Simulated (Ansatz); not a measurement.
Given:

GaNi3C:
```
CELL_PARAMETERS angstrom
      3.73345     0.00000     0.00000
      0.00000     3.73345     0.00000
      0.00000     0.00000     3.73345
ATOMIC_POSITIONS crystal
  Ga 0.00000 0.00000 0.00000
  C  0.50000 0.50000 0.50000
  Ni 0.00000 0.50000 0.50000
  Ni 0.50000 0.50000 0.00000
  Ni 0.50000 0.00000 0.50000
```

This is the PBEsol-relaxed structure.

Question: All from PBEsol (plane waves, PAW; program Ansatz), unless another level is named. Estimate the electronic character.

Answer: metallic (no gap).

Question: Next, the formation energy from the elements (no fitted shifts)?

Answer: -0.13 eV/atom.

Question: Next, the density of states at the Fermi level?

Answer: 0.45 states/eV per atom (mean over ±0.08 eV).

Question: What about the gap with spin–orbit coupling?

Answer: none (metallic).

Space group Pm-3m (anti-perovskite). The cell is a constructed one: a structure type filled with these elements; the Crystallography Open Database copy checked does not list it. Whether it is the stable phase at ambient conditions was not checked. The PBEsol relaxation kept the symmetry of its start; its stability against distortions is not shown here. The workflow began spin-polarised and lost its moments. The references are the lowest solids computed at this level, not always the standard phases. Spin–orbit coupling is left out wherever it is not named.

Potentials: the earlier of the program's two PAW sets. The files were generated under PBE; for other functionals the program regenerates the frozen cores, and for LDA and PBEsol the local potential too.
